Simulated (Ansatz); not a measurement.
This run works on a proposed trial structure, not on a known crystal.

Input and command of a plane-wave DFT calculation in Ansatz:

```yaml
crystal:
  lattice:
    - [4.4242702931, 0.0, 0.0]
    - [-2.2121351466, 3.8315304671, 0.0]
    - [0.0, 0.0, 15.73015348]
  atoms:
    - { symbol: Ga, position: [0.0, 0.0, 0.3299744836] }
    - { symbol: Ga, position: [0.0, 0.0, 0.1700255164] }
    - { symbol: Ga, position: [0.0, 0.0, 0.8299744836] }
    - { symbol: Ga, position: [0.0, 0.0, 0.6700255164] }
    - { symbol: Te, position: [0.3333333333, 0.6666666667, 0.0955264163] }
    - { symbol: Te, position: [0.3333333333, 0.6666666667, 0.4044735837] }
    - { symbol: Te, position: [0.6666666667, 0.3333333333, 0.5955264163] }
    - { symbol: Te, position: [0.6666666667, 0.3333333333, 0.9044735837] }
    - { symbol: Pd, position: [0.0, 0.0, 0.5] }
    - { symbol: Pd, position: [0.0, 0.0, 0.0] }
basis:
  ecutwfc: 500
kpoints:
  mp_grid: { grid: [12, 12, 2] }
hamiltonian:
  xc: r2scan
scf:
  occupations: { method: gaussian, width: 0.1 }
output:
  forces: true
  stress: true
  eigenvalues: true
```

```bash
ansatz run input.yaml --threads 1 --pin off --max-ram 2560MiB --backend cpu --events-out ev --progress --plain --runs-dir out
```

Processor: Intel(R) Xeon(R) Platinum 8488C (Sapphire Rapids), 1 thread, on a host shared with other jobs.

Task: Estimate time, memory and problem size.

Result: About 69 s, peak memory 1.6 GiB. It solves 92 bands at 38 k points (after reduction by symmetry) with about 6657 plane waves, in 8 SCF iterations.
